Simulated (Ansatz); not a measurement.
In$_{2}$BiAu$_{4}$: reading a single point

```yaml
crystal:
  lattice:
    - [-4.36619, 4.36619, 4.08880]
    - [4.36619, -4.36619, 4.08880]
    - [4.36619, 4.36619, -4.08880]
  atoms:
    - { symbol: Au, position: [0.98644, 0.48644, 0.80394] }
    - { symbol: Au, position: [0.48644, 0.68250, 0.50000] }
    - { symbol: Au, position: [0.68250, 0.18250, 0.19606] }
    - { symbol: Au, position: [0.18250, 0.98644, 0.50000] }
    - { symbol: Au, position: [0.51356, 0.31750, 0.50000] }
    - { symbol: Au, position: [0.01356, 0.51356, 0.19606] }
    - { symbol: Au, position: [0.81750, 0.01356, 0.50000] }
    - { symbol: Au, position: [0.31750, 0.81750, 0.80394] }
    - { symbol: In, position: [0.64100, 0.14100, 0.78200] }
    - { symbol: In, position: [0.14100, 0.35900, 0.50000] }
    - { symbol: In, position: [0.35900, 0.85900, 0.21800] }
    - { symbol: In, position: [0.85900, 0.64100, 0.50000] }
    - { symbol: Bi, position: [0.25000, 0.25000, 0.00000] }
    - { symbol: Bi, position: [0.75000, 0.75000, 0.00000] }
```

Single point in Ansatz 0.2.0 with PBE, no spin polarisation. Cutoff 420 eV, PAW datasets, 6×6×6 Γ-centred k mesh, fermi-dirac filling (width 0.0199 eV).

- Forces: The largest is on In12 (and as large on other atoms): 0.24 eV/Å, components (0.17, -0.17, 0.00). It makes 87° with the line to a nearest neighbour, Au4 at 2.74 Å.
- Contacts: Au–Au at 2.71 Å: least valence density 0.40 e/Å³ and ELF 0.26 there. Au–In at 2.74 Å: least valence density 0.34 e/Å³ and ELF 0.28 there. Bi–Au at 3.39 Å: least valence density 0.14 e/Å³ and ELF 0.20 there. Both are smooth PAW fields, read partly inside the augmentation spheres.
- Formation energy: -0.07 eV an atom against the elements' usual phases (free molecules for gases, crystals otherwise, with no correction for O₂ or N₂), so it is bound against them; other compounds may still compete. Relaxing would lower it.
- Charges: Bader charges in e: In +0.80, Bi +0.42, Au -0.50. In the mean In gives up most and Au takes most.
- Electronic structure: It is a metal, with about 4.5 states/eV a cell as the mean within 0.25 eV of the Fermi level, mostly Bi p (31 %), In p (26 %) and Au d (14 %).

Origin: a known structure type with other elements, at an estimated volume, so it need not be a known compound.
